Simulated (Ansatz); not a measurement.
How GaP (F-43m) stiffens under pressure

```yaml
crystal:
  lattice:
    - [0.00000, 2.69570, 2.69570]
    - [2.69570, 0.00000, 2.69570]
    - [2.69570, 2.69570, 0.00000]
  atoms:
    - { symbol: Ga, position: [0.00000, 0.00000, 0.00000] }
    - { symbol: P, position: [0.75000, 0.75000, 0.75000] }
```

This is the zero-pressure cell. At each pressure cell and atoms are relaxed in this structure, and the constants are slopes of the stress at strains of ±0.005 with relaxed ions (the coefficients that govern stability under load). Level: LDA, PAW on Ansatz 0.2.0's default frozen-core files (fitted under PBE), scalar-relativistic; k mesh 8×8×8, strains of ±0.005, fixed occupations, cutoff 420 eV. P is the pressure of the relaxed cell, less that of this one.

| P (GPa) | V/V₀ | C11 (GPa) | C12 (GPa) | C44 (GPa) |
| --- | --- | --- | --- | --- |
| 0.00 | 1.0000 | 142.5 | 63.9 | 71.1 |
| 1.01 | ? | ? | ? | ? |
| 2.03 | 0.9788 | 151.4 | 72.8 | 72.7 |
| 4.00 | 0.9602 | 159.8 | 81.3 | 74.0 |
| 7.00 | 0.9352 | 172.0 | 93.8 | 75.4 |
| 9.98 | 0.9133 | 183.5 | 106.0 | 76.3 |
| 14.98 | 0.8816 | 201.9 | 126.0 | 76.7 |

Question: Does the bulk modulus from the constants agree with the pressure-volume curve?

Answer: A third-order Birch-Murnaghan fit to the volumes shown (F against f, f = [(V₀/V)^(2/3) − 1]/2) gives B₀ = 90.2 GPa and B′ = 4.4. Its −V dP/dV stands beside (C11 + 2C12)/3:

| P (GPa) | from P(V) | from the constants |
| --- | --- | --- |
| 0.00 | 90.2 | 90.1 |
| 2.03 | 99.0 | 99.0 |
| 4.00 | 107.3 | 107.4 |
| 7.00 | 119.8 | 119.9 |
| 9.98 | 131.9 | 131.9 |
| 14.98 | 151.9 | 151.3 |

Question: What are the pressure derivatives at zero pressure?

Answer: Slopes at V₀ of quadratic fits in −ln(V/V₀) through the first four rows shown, divided by B₀: dC11/dP = 4.5, dC12/dP = 4.4, dC44/dP = 0.9. The mean slopes up to 4.0 GPa are 4.3, 4.3, 0.7; curvature and scatter of the constants part the two. The combination (dC11/dP + 2 dC12/dP)/3 = 4.4 stands against B′.

Question: Fill the row at 1.01 GPa.

Answer: Cubic fits in −ln(V/V₀) through all rows shown give C11 = 147.0, C12 = 68.4, C44 = 71.9 GPa. Computed: V/V₀ = 0.9891, C11 (GPa) = 147.0, C12 (GPa) = 68.4, C44 (GPa) = 71.9.

Question: Does a shear stiffness soften?

Answer: C44 goes from 71.1 to 76.7 GPa; (C11 − C12)/2 goes from 39.3 to 37.9 GPa. (C11 − C12)/2 softens under pressure, though the lattice stays mechanically stable over this range.

Limits of these numbers: no other phase was computed; many crystals of this kind change structure within this range, and rows or crossings beyond such a change describe a metastable lattice; frozen-core PAW files fitted under PBE, their cores solved anew for the functional of the run; constants at zero field, no piezoelectric stiffening; phonons weren't checked at these pressures.
